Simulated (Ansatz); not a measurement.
SiC in space group P6_422 (No. 181; Si on 3c, C on 3d), the program Ansatz at the PBEsol level (PAW), all energies at zero smearing, with the estimated change up to a 700 eV cutoff added, with one set of potentials and settings (totals compare only within such a set). Cell of 6 atoms (3 Si, 3 C): -2602.944 eV.

| element | reference phase | E (eV/atom) |
|---|---|---|
| Si | Fd-3m, 2 atoms in the cell | -621.4920 |
| C | P6_3/mmc, 4 atoms in the cell | -246.6950 |

Formation energy per atom, worked out: (-2602.944 − 3×(-621.4920) − 3×(-246.6950))/6 = 0.269 eV/atom (26 kJ per mol of atoms), at 0 K, without zero-point energy or fitted corrections.

The start of the workflow was typed in or built on a structure type; neither database checked (COD, Materials Project) lists it. It is not the phase usual at ambient conditions (space group No. 186, 216). The cell was relaxed with PBEsol under the symmetry of its start; phonons on a q-mesh show no instability. Its formation energy is positive at this level, so the cell may be metastable or incomplete. The references are the lowest solids computed at this level, not always the standard phases.

Potentials: the later of the program's two PAW sets.
